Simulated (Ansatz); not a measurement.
According to PBEsol (plane waves, PAW; program Ansatz), GaAs in the tetragonal phase (P4_2/mnm; Ga on 4g, As on 4f) relaxes to a = 6.916 Å, c = 4.004 Å. Against the elements it lies at -0.24 eV/atom, with no fitted shifts.

The Kohn–Sham gap is 0.48 eV (smallest direct gap 0.48 eV). The valence maximum lies on the M–Γ line, 91 % of the way from M and the conduction minimum at Γ. Gap from PBEsol with spin–orbit coupling: 0.38 eV. Electrons at the band edge weigh 0.032 mₑ (isotropic). The hole mass is 0.13, 0.92, 0.92 mₑ (principal values).

An equation-of-state fit gives a bulk modulus of 62.5 GPa. The relaxed-ion elastic constants in GPa are C11 = 82.0, C12 = 57.8, C13 = 37.4, C33 = 134, C44 = 32.4, C66 = 28.1. The elastic constants imply a Debye temperature near 268 K. Without the LO–TO term the highest mode at Γ lies at 34.7 meV.

The start of the workflow was typed in or built on a structure type; neither database checked (COD, Materials Project) lists it. It is not the phase usual at ambient conditions (space group No. 216). The PBEsol relaxation kept the symmetry of its start; of distortions, only those at the zone centre were tested. The volume moved by 16 % from the start of the relaxation. The references are the lowest solids computed at this level, not always the standard phases. Spin–orbit coupling is left out wherever it is not named.

Potentials: the later of the program's two PAW sets.
